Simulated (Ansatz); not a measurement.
**Does this entry for Ca9Mn2N8 lie near equilibrium?**

The cell is a computed structure from the Materials Project (it need not be an observed phase), atoms as given.

Space group C2/m (No. 12); a = 18.6144, b = 4.9073, c = 7.8704 Å, β = 111.66°.

| site | Wyckoff | site symmetry | x | y | z |
| --- | --- | --- | --- | --- | --- |
| Ca1 | 2d | 2/m | 0.5000 | 0.0000 | 0.5000 |
| Ca2 | 4i | m | 0.0376 | 0.0000 | 0.2371 |
| Ca4 | 4i | m | 0.3273 | 0.0000 | 0.5519 |
| Ca6 | 4i | m | 0.4131 | 0.0000 | 0.0136 |
| Ca8 | 4i | m | 0.1939 | 0.0000 | 0.8200 |
| Mn | 4i | m | 0.1929 | 0.0000 | 0.2000 |
| N12 | 4i | m | 0.1092 | 0.0000 | 0.0022 |
| N14 | 4i | m | 0.1825 | 0.0000 | 0.4063 |
| N16 | 4i | m | 0.2843 | 0.0000 | 0.1885 |
| N18 | 4i | m | 0.4636 | 0.0000 | 0.7518 |

One atom of each set is listed; the run and its k-mesh use a cell of 19 atoms with edges of 9.63, 9.63, 7.87 Å.

Computed with Ansatz: DFT, PBE, plane waves and PAW, scalar-relativistic, collinear spin, 420 eV cutoff, Γ-centred 6×6×4 k-points, Fermi–Dirac smearing 0.02 eV. Start moments as typed (μB): 4 on each Mn, none on the rest.

(1) Do the atoms and the cell lie near the calculated equilibrium?

## Answers

(1) Nearly. The largest force is 0.13 eV/Å, on atom 14 (N: 1 Mn at 1.70 Å; also 5 Ca at 2.49–3.18 Å), and the pressure is -0.4 GPa.
